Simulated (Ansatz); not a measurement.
A relaxed cell of AlAs₃ is given with its symmetry left out. The cell was found from a structure generator's guess, not taken from experiment.

These are results of DFT PBE, scalar-relativistic, plane waves, PAW (Ansatz 0.2.0), not measurements. Cutoff 420 eV, Γ-centred mesh, Gaussian smearing, no spin polarisation.

```yaml
crystal:
  lattice:
    - [5.27552, 0.00000, 0.00000]
    - [-2.63776, 4.56874, 0.00000]
    - [0.00000, 0.00000, 7.27572]
  atoms:
    - { symbol: Al, position: [0.66667, 0.33333, 0.25000] }
    - { symbol: Al, position: [0.33333, 0.66667, 0.75000] }
    - { symbol: As, position: [0.27433, 0.27433, 0.00000] }
    - { symbol: As, position: [0.72567, 0.72567, 0.50000] }
    - { symbol: As, position: [0.27433, 0.00000, 0.50000] }
    - { symbol: As, position: [0.00000, 0.72567, 0.00000] }
    - { symbol: As, position: [0.72567, 0.00000, 0.00000] }
    - { symbol: As, position: [0.00000, 0.27433, 0.50000] }
```

Energies over the elements count from the elements' standard structures at the same level, with no fitted energy shifts.

(1) What space group does it have?

(2) What is its formation energy per atom?

(3) Is it a metal?

## Answers

(1) P6_322 (No. 182). Conventional cell: a = 5.276 Å, c = 7.276 Å. Around Al lie 6 As at 2.65 Å; As is surrounded by 2 As at 2.51 Å and 2 Al at 2.65 Å.

(2) +0.16 eV/atom. The separate elements lie lower, so it is unstable against them.

(3) Yes, bands cross the Fermi level on the 12×12×6 mesh.

The last run used a 12×12×6 mesh (in the run's order of axes) for its 8-atom cell and Gaussian smearing of 0.10 eV. The reference form of As is held partly by dispersion forces, which this level lacks. A structure relaxed within its symmetry needn't be a true minimum. Another cell of AlAs3 relaxed alike, in Aem2, lies 241 meV/atom lower, so this cell isn't the stable form at this level.
